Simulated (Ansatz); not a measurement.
**CuO2: which magnetic state is lowest?**

The calculation used Ansatz, DFT PBEsol+U, scalar-relativistic, plane waves, PAW.

```
CELL_PARAMETERS angstrom
0.00000 2.38448 2.38448
2.38448 0.00000 2.38448
2.38448 2.38448 0.00000
ATOMIC_POSITIONS crystal
Cu 0.00000 0.00000 0.00000
O 0.25000 0.25000 0.25000
O 0.75000 0.75000 0.75000
```

| Property | Result |
| --- | --- |
| plane-wave cutoff | 420 eV |
| Γ-centred k-mesh | 16×16×16 |
| occupation rule | Gaussian smearing, 0.05 eV |
| U_eff on Löwdin-orthogonalised atomic d orbitals | Cu 1 eV |
| list of starting moments (μB, in atom order) | 1 0 0 |
| check for lower electronic states after the SCF | on |

All runs keep this geometry, which isn't relaxed for the lowest state (largest force there 0.000 eV/Å, pressure 0.8 GPa; forces reach 0.09 eV/Å in another state) and needn't be a stable compound; relaxing each order can shift differences of a few meV. A propagation vector, in units of the reciprocal vectors, doubles the cell, which takes an equally dense mesh. Site moments are spin moments in atom-centred spheres that scale with the neighbour distance. The states are those that the runs reached from these starts; a lower one can exist.

Problem. Starts tried: ferromagnetic; antiferromagnetic, doubled cell, propagation vector (0, 0, 1/2). Which state comes out lowest, and what are the moments?

Solution. The lowest state is ferromagnetic, reached from the start “ferromagnetic”, with site moments (μB) Cu +0.64, O +0.66 (×2).

```tsv
start	ends	energy above lowest (meV/atom)	site moments (μB)	gap on mesh (eV)	P (GPa)
ferromagnetic	ferromagnetic	0.00	Cu +0.64, O +0.66 (×2)	metal	0.8
antiferromagnetic, doubled cell, propagation vector (0, 0, 1/2)	antiferromagnetic	61.7	Cu +0.50, O +0.41 (×2), O -0.41 (×2), Cu -0.50	metal	0.5
```

Cost: 2 runs of about 1.3 core-minutes in all, on Intel Xeon Platinum 8488C (Sapphire Rapids) (shared hosts).